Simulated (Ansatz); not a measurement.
Ansatz input

```yaml
crystal:
  lattice:
    - [0.0, 2.5643398822, 2.5643398822]
    - [2.5643398822, 0.0, 2.5643398822]
    - [2.5643398822, 2.5643398822, 0.0]
  atoms:
    - { symbol: Pd, position: [0.0, 0.0, 0.0], spin: 0.5 }
    - { symbol: Pd, position: [0.5, 0.5, 0.5], spin: -0.5 }
hamiltonian:
  xc: pbesol
  pseudopotentials:
    kind: paw
    azcp:
      Pd: "pseudopotentials/Pd.paw.azcp"
basis:
  ecutwfc: 420
  fft_grid_basis: typed
kpoints:
  mp_grid: { grid: [17, 17, 17], shift: [0, 0, 0] }
magnetization:
  spin_polarized: true
scf:
  occupations: { method: fermi_dirac, width: 0.05 }
```

and its output:

```
Warning: the record states the generating functional pbe (its physics header spells it `PBE`), which answers neither for hamiltonian.xc's functional nor for the pbesol family's — results may be inconsistent (PPs are generated against a specific XC)
Engine: ansatz 0.2.0, aarch64-unknown-linux-gnu
Pseudopotentials: kind: paw
Pseudopotential: Pd, paw, valence charge 18, recommended cutoff 420 eV (normal) 
Functional definition: PBEsol
  exchange = pbesol_x
  correlation = pbesol_c
Crystal: 2 atoms, lattice volume = 33.725 Å³
Basis set: ecut = 420 eV, 645 PW (Γ)
Bands: 23, of which v1, the nominal top of the filled ones, is band 18 counted from 1 (17 counted from 0)
Symmetry: 48 space group operations
Space group: Fm-3m (ITA 225), of the structure as read, at distance tolerance 3.2e-5 Å
Magnetic group: BNS 225.121 (UNI 1623), of the structure as read, at distance tolerance 3.2e-5 Å
k-points: 165 of 4913
Non-local potential: Pd, projectors of the file, l = 0: 2, l = 1: 2, l = 2: 2, l = 3: 1
PAW form: soft (Blöchl's): semilocal exchange-correlation on the pseudo side does not see the compensation charge
PAW frozen core: Pd, regenerated for the run's functional, and the local potential with it (the file was generated under x = pbe(κ = 0.804, μ = 0.2195149727645171), c = pbe(β = 0.06672455060314922))
PAW one-centre angular grid: Pd, 590 points (default); XC on 64 Gauss nodes
Initial density: superposition of atomic densities (chi_scale 0.1, normalization cell)
Starting moments: Σ|m| = 1 μB on 2 of 2 sites
Starting magnetic order: antiferromagnet; a translation exchanges its spin sublattices: spin-degenerate at every k-point
Initial wavefunctions: pseudopotential atomic-orbital guess
Functional: x = pbesol(κ = 0.804, μ = 0.12345679012345678), c = pbesol(β = 0.046)
the translation (0.5, 0.5, 0.5) carries every atom to within crystal.symmetry.tolerance of an atom of its element with the starting moment reversed, but both spin channels are solved: the dense FFT box has an odd point count along it
SCF iter   1: F=—  HF=-13814.261507 eV  |F-HF|=—  |Δ(HF+E_count)|=         —  Δρ=8.13e-2 (↑8.13e-2 ↓8.13e-2)  dr2=8.45e0  dr2_m=2.12e-1  M=-0.000 μB ∫|m|=0.233 μB  β_m=0.30  ethr=3.10e-3  ⟨swp⟩=5.4  Hψ=29958  notcnv=0
spin=Collinear: Kerker preconditioning applied to the charge; magnetization (m = ρ↑ − ρ↓) channel mixes plain (no charge-response kernel on spin).
SCF iter   2: F=—  HF=-13812.777000 eV  |F-HF|=—  |Δ(HF+E_count)|=    1.48e0  Δρ=4.78e-2 (↑4.78e-2 ↓4.78e-2)  dr2=2.69e0  dr2_m=1.29e-1  M=-0.000 μB ∫|m|=0.166 μB  β_m=0.30  ethr=3.10e-3  ⟨swp⟩=2.0  Hψ=14585  notcnv=0  defer=51
SCF iter   3: F=—  HF=-13812.113897 eV  |F-HF|=—  |Δ(HF+E_count)|=   6.63e-1  Δρ=2.21e-2 (↑2.21e-2 ↓2.21e-2)  dr2=1.49e-1  dr2_m=7.82e-2  M=-0.000 μB ∫|m|=0.114 μB  β_m=0.30  ethr=3.10e-3  ⟨swp⟩=2.2  Hψ=12975  notcnv=0  defer=49
SCF iter   4: F=—  HF=-13812.097420 eV  |F-HF|=—  |Δ(HF+E_count)|=   1.65e-2  Δρ=1.26e-2 (↑1.26e-2 ↓1.26e-2)  dr2=1.17e-2  dr2_m=4.56e-2  M=0.000 μB ∫|m|=0.085 μB  β_m=0.30  ethr=4.13e-4  ⟨swp⟩=2.2  Hψ=17171  notcnv=0  defer=43
SCF iter   5: F=—  HF=-13812.101497 eV  |F-HF|=—  |Δ(HF+E_count)|=   4.08e-3  Δρ=9.65e-3 (↑9.65e-3 ↓9.65e-3)  dr2=4.25e-3  dr2_m=2.63e-2  M=0.000 μB ∫|m|=0.065 μB  β_m=0.30  ethr=3.24e-5  ⟨swp⟩=2.6  Hψ=10839  notcnv=0  defer=43
SCF iter   6: F=—  HF=-13812.105137 eV  |F-HF|=—  |Δ(HF+E_count)|=   3.64e-3  Δρ=7.03e-3 (↑7.03e-3 ↓7.03e-3)  dr2=2.56e-4  dr2_m=1.52e-2  M=-0.000 μB ∫|m|=0.050 μB  β_m=0.30  ethr=1.18e-5  ⟨swp⟩=2.1  Hψ=11306  notcnv=0  defer=43
SCF iter   7: F=—  HF=-13812.106997 eV  |F-HF|=—  |Δ(HF+E_count)|=   1.86e-3  Δρ=5.34e-3 (↑5.34e-3 ↓5.34e-3)  dr2=4.84e-5  dr2_m=8.77e-3  M=-0.000 μB ∫|m|=0.038 μB  β_m=0.30  ethr=7.10e-7  ⟨swp⟩=2.0  Hψ=10391  notcnv=0  defer=43
Mixer restart at iter 7: flushing history
spin-set hold released at iteration 7 (site moments contracting): the magnetisation degrees of freedom join the quasi-Newton model from the next iteration; the mixer history was flushed
SCF iter   8: F=—  HF=-13812.108076 eV  |F-HF|=—  |Δ(HF+E_count)|=   1.08e-3  Δρ=4.06e-3 (↑4.06e-3 ↓4.06e-3)  dr2=3.45e-5  dr2_m=5.07e-3  M=-0.000 μB ∫|m|=0.029 μB  β_m=0.65  ethr=1.34e-7  ⟨swp⟩=2.0  Hψ=10721  notcnv=0  defer=43
SCF iter   9: F=—  HF=-13812.109576 eV  |F-HF|=—  |Δ(HF+E_count)|=   1.50e-3  Δρ=8.63e-5 (↑8.62e-5 ↓8.63e-5)  dr2=4.55e-6  dr2_m=9.85e-7  M=-0.000 μB ∫|m|=0.000 μB  β_m=0.68  ethr=9.59e-8  ⟨swp⟩=3.2  Hψ=16931  notcnv=0  defer=43
SCF iter  10: F=—  HF=-13812.109577 eV  |F-HF|=—  |Δ(HF+E_count)|=   8.80e-7  Δρ=2.75e-5 (↑2.75e-5 ↓2.75e-5)  dr2=2.25e-7  dr2_m=1.49e-7  M=-0.000 μB ∫|m|=0.000 μB  β_m=0.80  ethr=1.27e-8  ⟨swp⟩=2.4  Hψ=11820  notcnv=0  defer=43
SCF iter  11: F=—  HF=-13812.109578 eV  |F-HF|=—  |Δ(HF+E_count)|=   2.03e-7  Δρ=1.03e-5 (↑1.03e-5 ↓1.03e-5)  dr2=8.69e-8  dr2_m=5.78e-9  M=-0.000 μB ∫|m|=0.000 μB  β_m=0.83  ethr=2.78e-10  ⟨swp⟩=2.0  Hψ=14868  notcnv=0
SCF iter  12: F=-13812.109578 eV  HF=-13812.109578 eV  |F-HF|=1.33e-9  |Δ(HF+E_count)|=   1.85e-8  Δρ=2.80e-6 (↑2.78e-6 ↓2.80e-6)  dr2=1.07e-8  dr2_m=2.33e-11  M=-0.000 μB ∫|m|=0.000 μB  ethr=2.41e-10  ⟨swp⟩=2.0  Hψ=14851  notcnv=0
SCF 1 converged in 12 iterations: F = -13812.109578 eV  dr2 = 1.07e-8
WARN: the starting moments were not kept: the SCF closed with an absolute magnetisation of 2.3e-6 μB, where they sum to 1 μB in size (2 sites). That is at most 0.1 of that sum. Measured as dr2_m measures the in/out step, that magnetisation stands 1.3e-12 eV from none, at or under the dr2_threshold of 1.0e-7 eV: it is no larger than a step whose dr2_m would equal this threshold. The system may hold no moment; this SCF shows only that its start led to no more than that. To try another start: raise the starting moments (crystal.atoms[].spin, magnetization.per_species, magnetization.initial_magnetization, or on a non-collinear deck that types none of these the spinor_matrix: blocks that start its atoms; where the total moment is fixed, keep their sum and leave initial_magnetization as it is; typed ones take the place of any that the run laid by itself, positive ones on a crystal's lanthanoids without a Hubbard term where scf.initial_density.shell_occupations: [] is typed) or, if the notice of its spin-set hold's release reads "site moments contracting" or "site moments show no strong build", lengthen the hold (scf.mixing.spin_hold: { on: { confirm: 4 } }; for m-r²SCAN on two components see the key's manual first). Each may lead to a state that holds a moment. A second SCF, from the converged charge density, with the starting moments and any scf.initial_density.shell_occupations laid on it anew, would have followed, and was not run: the deck does not ask for one (magnetization.retry_lost_moments is false, the default). To let it run, set magnetization.retry_lost_moments: true and run the deck again, where that key's refused combinations let it; where memory then withholds it, that run's warning says so.
SCF converged after 12 iterations
Magnetization: -0.0000 μB (18.0000 up, 18.0000 down)
Absolute magnetization: 0.0000 μB (∫|ρ↑−ρ↓|, with the PAW one-centre terms)
Spin contamination: 0.0000 ħ² per cell (⟨S²⟩ above its minimum at these occupations)
Per-site moments (μB) at R_I (Å): [(3.150654646860578e-7, 1.0577902014075), (-3.5175261501380126e-7, 1.0577902014075)]
Free energy (F): -13812.109578 eV
Harris-Foulkes:  -13812.109578 eV  (|F-HF|=1.33e-9)
Internal energy: -13812.082847 eV  (E = F + TS)
E sigma→0 (E₀):  -13812.096212 eV
Entropy (-TS):   -0.026730 eV (-13.365 meV/atom)
Fermi energy:    16.568456 eV
--- Per-component energies (eV) ---
  E_band       = -385.575452
  E_kinetic    = 1028.934836
  E_local      = -4056.075509  (includes V_loc(G=0)·N_el)
  E_nonlocal   = 439.680689
  E_hartree    = 1642.206192
  E_xc         = -334.333772
  E_vxc        = -420.954040  (∫ρ·V_xc dr)
  E_paw        = -7371.004559  (= ΣΔE_a)
  E_vpaw       = -661.579283  (= ΣTr[D̂ρ^β])
  E_aug_tail   = 0.000448  (compensation charges beyond the density's cutoff)
  E_ewald      = -5162.096221
  E_core_change = 0.605048  (= ΣΔE_core)
  E_smearing   = -0.026730  (= −TS)
  E_closure    = 0.000000  (closes the sum)
  Σ components = -13812.109578   (vs F -13812.109578, Δ=0.00e0)
```
